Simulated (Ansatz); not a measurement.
Geometry optimisation in Ansatz: input, command and trajectory.

```yaml
crystal:
  lattice:
    - [0.0, 3.1126162379, 3.1126162379]
    - [3.1126162379, 0.0, 3.1126162379]
    - [3.1126162379, 3.1126162379, 0.0]
  atoms:
    - { symbol: Re, position: [0.25, 0.25, 0.25] }
    - { symbol: Re, position: [0.75, 0.75, 0.75] }
    - { symbol: Te, position: [0.0, 0.0, 0.0] }
basis:
  ecutwfc: 420
kpoints:
  mp_grid: { grid: [6, 6, 6] }
hamiltonian:
  xc: pbe
scf:
  occupations: { method: gaussian, width: 0.1 }
  lower_state_search: "off"
output:
  forces: true
  stress: true
  eigenvalues: true
relax:
  adjacent_minimum: "off"
  f_tol: 0.04
  max_steps: 70
  cell: { stress_tol: 0.4 }
```

```bash
ansatz run input.yaml --threads 1 --pin off --max-ram 2560MiB --backend cpu --events-out ev --progress --plain --runs-dir out
```

The calculation used Ansatz, DFT PBE, scalar-relativistic, plane waves, PAW.

Of 5 frames 5 are shown, positions in Å and forces in eV/Å; the SCF threshold varies from step to step. Steps run on the plane waves of an earlier cell, with a Pulay correction in the pressure. The basis is chosen afresh for the last frame, the zero of the energies, and at times for earlier ones too; energy and pressure step there, also at an unchanged geometry. The mark taken_back stands on steps that the optimiser undid.

```xyz
3
Lattice="0.0000 3.1126 3.1126 3.1126 0.0000 3.1126 3.1126 3.1126 0.0000" Properties=species:S:1:pos:R:3:forces:R:3 pbc="T T T" step=1 free_energy_over_end_meV_per_atom=25.44 pressure_GPa=-8.42
Re    1.5563    1.5563    1.5563    0.0000    0.0000    0.0000
Re    4.6689    4.6689    4.6689    0.0000    0.0000    0.0000
Te    0.0000    0.0000    0.0000    0.0000    0.0000    0.0000
3
Lattice="0.0000 2.9609 2.9609 2.9609 0.0000 2.9609 2.9609 2.9609 0.0000" Properties=species:S:1:pos:R:3:forces:R:3 pbc="T T T" step=2 free_energy_over_end_meV_per_atom=137.86 pressure_GPa=26.27 taken_back
Re    1.4804    1.4804    1.4804    0.0000    0.0000    0.0000
Re    4.4413    4.4413    4.4413    0.0000    0.0000    0.0000
Te    0.0000    0.0000    0.0000    0.0000    0.0000    0.0000
3
Lattice="0.0000 3.0729 3.0729 3.0729 0.0000 3.0729 3.0729 3.0729 0.0000" Properties=species:S:1:pos:R:3:forces:R:3 pbc="T T T" step=3 free_energy_over_end_meV_per_atom=0.45 pressure_GPa=-1.68
Re    1.5365    1.5365    1.5365    0.0000    0.0000    0.0000
Re    4.6094    4.6094    4.6094    0.0000    0.0000    0.0000
Te    0.0000    0.0000    0.0000    0.0000    0.0000    0.0000
3
Lattice="0.0000 3.0644 3.0644 3.0644 0.0000 3.0644 3.0644 3.0644 0.0000" Properties=species:S:1:pos:R:3:forces:R:3 pbc="T T T" step=4 free_energy_over_end_meV_per_atom=-0.51 pressure_GPa=-0.04
Re    1.5322    1.5322    1.5322    0.0000    0.0000    0.0000
Re    4.5965    4.5965    4.5965    0.0000    0.0000    0.0000
Te    0.0000    0.0000    0.0000    0.0000    0.0000    0.0000
3
Lattice="0.0000 3.0644 3.0644 3.0644 0.0000 3.0644 3.0644 3.0644 0.0000" Properties=species:S:1:pos:R:3:forces:R:3 pbc="T T T" step=5 free_energy_over_end_meV_per_atom=0.00 pressure_GPa=-0.04
Re    1.5322    1.5322    1.5322    0.0000    0.0000    0.0000
Re    4.5965    4.5965    4.5965    0.0000    0.0000    0.0000
Te    0.0000    0.0000    0.0000    0.0000    0.0000    0.0000
```

The start puts this composition into another compound's structure type, which needn't suit it. At the end the space group is Fm-3m (tolerance 0.05 Å).

It took 4.7 s on 1 thread of Intel(R) Xeon(R) 6975P-C (Granite Rapids), with other jobs on the host, peak memory 0.37 GiB.

The k mesh is coarse. Spin–orbit coupling is left out, which can shift energies with elements as heavy as these.